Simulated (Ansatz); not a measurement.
TiSi in space group Cmmm (No. 65; Ti on 2b, Si on 2d) under volume change, LDA in the plane-wave PAW code Ansatz, shape and atoms relaxed at each volume.

```csv
V (Å³/atom),E − E(relaxed) (meV/atom),P (GPa)
12.526,61.1,16.95
12.939,26.0,10.46
13.352,…,…
13.765,0.0,0.00
14.178,5.5,-4.14
14.591,20.6,-7.60
15.004,…,…
```

**Question.** What belongs in the gaps?

**Answer.** 
- 15.004, E − E(relaxed) (meV/atom): 43.8
- 15.004, P (GPa): -10.34
- 13.352, E − E(relaxed) (meV/atom): 6.2
- 13.352, P (GPa): 4.96

**Question.** What does a third-order Birch–Murnaghan fit give for V₀, B₀ and B′?

**Answer.** V₀ = 13.77 Å³/atom, B₀ = 147 GPa, B′ = 4.3.

The first step of the workflow began from a Materials Project structure, measured or hypothetical; the Crystallography Open Database copy checked does not list it. COD files the formula under space group No. 25, so this cell is another polymorph or a model. Its standing as an ambient phase is unchecked. The LDA relaxation kept the symmetry of its start; of distortions, only those at the zone centre were tested. The run is not spin-polarised.

Potentials: the later of the program's two PAW sets.
